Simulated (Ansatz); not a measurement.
LiNbO2 (space group P6_3/mmc)

```
LiNbO2
1.0
    2.87039     0.00000     0.00000
   -1.43520     2.48583     0.00000
    0.00000     0.00000    10.22534
Li Nb O
2 2 4
Direct
  0.00000   0.00000   0.00000
  0.00000   0.00000   0.50000
  0.33333   0.66667   0.75000
  0.66667   0.33333   0.25000
  0.33333   0.66667   0.12224
  0.66667   0.33333   0.87776
  0.66667   0.33333   0.62224
  0.33333   0.66667   0.37776
```

A phonon eigenvector at Γ is frozen into this cell: atom i moves by Q times the vector below, so Q is the largest atomic displacement, in Å. The cell is held.

| atom | x | y | z |
|---|---|---|---|
| O5 | 0.000 | 0.000 | 1.000 |
| O6 | 0.000 | 0.000 | -1.000 |
| O7 | 0.000 | 0.000 | 1.000 |
| O8 | 0.000 | 0.000 | -1.000 |

Atoms not listed stay in place.

Level of theory: LDA (plane waves to 420 eV, PAW, scalar-relativistic; Ansatz, an electronic-structure program). k mesh 13×13×4 (Γ-centred), Fermi-Dirac smearing 0.05 eV. LiNbO2 is run without spin polarisation and with no Hubbard U. LiNbO2 was relaxed with its symmetry unable to fall.

At one point of the scan the forces (eV/Å) are:

| atom | Fx | Fy | Fz |
|---|---|---|---|
| Li1 | 0.000 | 0.000 | 0.000 |
| Li2 | 0.000 | 0.000 | 0.000 |
| Nb3 | 0.000 | 0.000 | 0.000 |
| Nb4 | 0.000 | 0.000 | 0.000 |
| O5 | 0.000 | 0.000 | -4.268 |
| O6 | 0.000 | 0.000 | 4.268 |
| O7 | 0.000 | 0.000 | -4.268 |
| O8 | 0.000 | 0.000 | 4.268 |

**Question.** Which point is it?
A) Q = 0.120 Å
B) Q = 0.030 Å
C) Q = 0.060 Å
D) Q = 0.150 Å

**Answer.** D, Q = 0.150 Å

(A displaced cell: forces are minus the slopes of the energy, force constants its curvatures, and phonons follow from these.)
